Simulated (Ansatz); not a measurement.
VSi₂:
```
VSi2
1.0
    0.00000     2.88268     2.88268
    2.88268     0.00000     2.88268
    2.88268     2.88268     0.00000
V Si
1 2
Cartesian
  0.00000   0.00000   0.00000
  1.44134   1.44134   1.44134
  4.32402   4.32402   4.32402
```
Starting moments (μB, in the order of the atoms V Si Si): 1.7 0.0 0.0.

Relaxed with PBE. Special points in fractions of this cell's reciprocal vectors: Γ (0.000, 0.000, 0.000); X (0.500, 0.000, 0.500); U (0.625, 0.250, 0.625); K (0.375, 0.375, 0.750); L (0.500, 0.500, 0.500); W (0.500, 0.250, 0.750).

Question: List the band energies nearest the Fermi level at these points for PBE in the plane-wave PAW code Ansatz.

Answer: In eV from the Fermi level; about four levels below and three above (degenerate sets whole), none deeper than 8.9 eV; points with the same levels are listed once.

```tsv
k	below	above
Γ ↑	-3.63 -3.63 -3.63 -1.55 -0.78 -0.78	3.70 3.70 3.70
X ↑	-3.14 -3.14 -0.80 -0.80 -0.78	0.05 2.90 4.22
U ↑	-3.32 -2.91 -1.25 -0.59	0.01 0.31 3.03
L ↑	-0.40 -0.40 -0.33 -0.33	1.50 4.25 4.42 4.42
W ↑	-1.55 -1.55 -0.79 -0.14	0.62 3.81 3.81
Γ ↓	-3.15 -3.15 -3.15 -1.55	0.36 0.36 4.17 4.17 4.17
X ↓	-6.39 -5.85 -3.00 -3.00	0.14 0.22 0.22
U ↓	-5.33 -2.93 -2.69 -0.37	0.39 1.10 1.59
L ↓	-2.47 -2.47 -0.51 -0.22 -0.22	0.89 0.89 1.51
W ↓	-4.87 -4.78 -0.96 -0.96	0.24 1.13 1.79
```

Space group Fm-3m (fluorite or antifluorite type). A made-up cell: these elements were put on the sites of a structure type; neither database checked (COD, Materials Project) lists it. COD files the formula under space group No. 181, so this cell is another polymorph or a model. Its standing as an ambient phase is unchecked. Symmetry was held in the PBE relaxation; whether a distortion lowers the energy is not shown. The final state is ferromagnetic, chosen from 3 collinear starts compared on coarse meshes (ties went to the first, and starts can fall back to one state), not a proven ground state.

Potentials: the later of the program's two PAW sets.
